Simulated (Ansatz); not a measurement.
**Phonon dispersion of In3GaAs4**

These are results of DFT PBE, scalar-relativistic, plane waves, PAW in Ansatz, not measurements. Cutoff 420 eV, 12×12×4 k-points (Γ-centred), Fermi-Dirac smearing of 0.15 eV. No spin polarisation. Phonons by linear response, acoustic sum rule imposed.

Relaxed structure:
```
In Ga As
1.0
     4.28926    0.00000    0.00000
    -2.14463    3.71461    0.00000
     0.00000    0.00000   14.13325
In Ga As
3 1 4
Direct
  0.00000 0.00000 0.25058
  0.66667 0.33333 0.99440
  0.66667 0.33333 0.50690
  0.00000 0.00000 0.75048
  0.00000 0.00000 0.43988
  0.00000 0.00000 0.92775
  0.66667 0.33333 0.18379
  0.66667 0.33333 0.69721
```

The structure comes from a generated guess, relaxed at this level; another structure or a mixture of phases may lie lower. In a metal, frequencies and elastic constants depend on the k mesh and the smearing, soft modes and shear constants most. The q mesh is coarse, so values between its points are rough.

Force constants from linear response on a 2×2×1 q mesh.

Problem. Is the structure dynamically stable on this mesh?

Solution. Yes, on this mesh: no mode is imaginary. Between the mesh points the interpolation dips to 6i cm⁻¹.

Problem. Give the frequencies (cm⁻¹; i marks imaginary ones) at the irreducible q points, in fractions of the reciprocal vectors.

Solution.
```csv
q,star,frequencies
0.000 0.000 0.000,1,0 0 0 36 36 36 36 46 46 96 102 154 195 201 201 204 204 205 205 207 210 210 213 233
0.000 -0.500 0.000,3,40 46 47 50 51 65 70 75 130 145 156 165 174 187 188 194 196 205 206 207 209 211 214 225
```
